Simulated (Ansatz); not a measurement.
Given:

Ti2C:
```
Ti2C
1.0
    0.00000     4.27416     4.27416
    4.27416     0.00000     4.27416
    4.27416     4.27416     0.00000
Ti C
8 4
Direct
  0.35728   0.88091   0.88091
  0.36909   0.36909   0.89272
  0.88091   0.35728   0.88091
  0.36909   0.36909   0.36909
  0.88091   0.88091   0.88091
  0.36909   0.89272   0.36909
  0.88091   0.88091   0.35728
  0.89272   0.36909   0.36909
  0.12500   0.12500   0.12500
  0.62500   0.12500   0.12500
  0.12500   0.12500   0.62500
  0.12500   0.62500   0.12500
```

This is the PBEsol-relaxed structure.

Q: All from PBEsol (plane waves, PAW; program Ansatz), unless another level is named. Estimate the electronic character.

A: metallic (no gap).

Q: Next, the formation energy from the elements (no fitted shifts)?

A: -0.71 eV/atom.

Q: Give the density of states at the Fermi level.

A: 0.39 states/eV per atom (mean over ±0.08 eV).

Space group Fd-3m. The first step of the workflow began from a Materials Project structure, measured or hypothetical; the Crystallography Open Database copy checked does not list it. Whether it is the stable phase at ambient conditions was not checked. The PBEsol relaxation kept the symmetry of its start; of distortions, only those at the zone centre were tested. The run is not spin-polarised. The references are the lowest solids computed at this level, not always the standard phases.

Potentials: the later of the program's two PAW sets.
